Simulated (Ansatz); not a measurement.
Input and command of a plane-wave DFT calculation in Ansatz:

```yaml
crystal:
  lattice:
    - [0.0, 2.02398, 1.9936203]
    - [2.02398, 0.0, 1.9936203]
    - [2.02398, 2.02398, 0.0]
  atoms:
    - { symbol: Al, position: [0.0, 0.0, 0.0] }
basis:
  ecutwfc: 420
kpoints:
  mp_grid: { grid: [20, 20, 20] }
hamiltonian:
  xc: pbesol
scf:
  occupations: { method: gaussian, width: 0.15 }
output:
  forces: true
  stress: true
  eigenvalues: true
```

```bash
ansatz run input.yaml --threads 1 --pin off --max-ram 2560MiB --backend cpu --events-out ev --progress --plain --runs-dir out
```

Processor: Arm Neoverse V1, 1 thread, on a host shared with other jobs.

Problem. Estimate time, memory and problem size.

Solution. About 4 s on 1 thread of Arm Neoverse V1 (shared host), peak memory 0.34 GiB. It solves 6 bands at 641 k points (the mesh reduced by symmetry) with about 331 plane waves, in 6 SCF iterations.
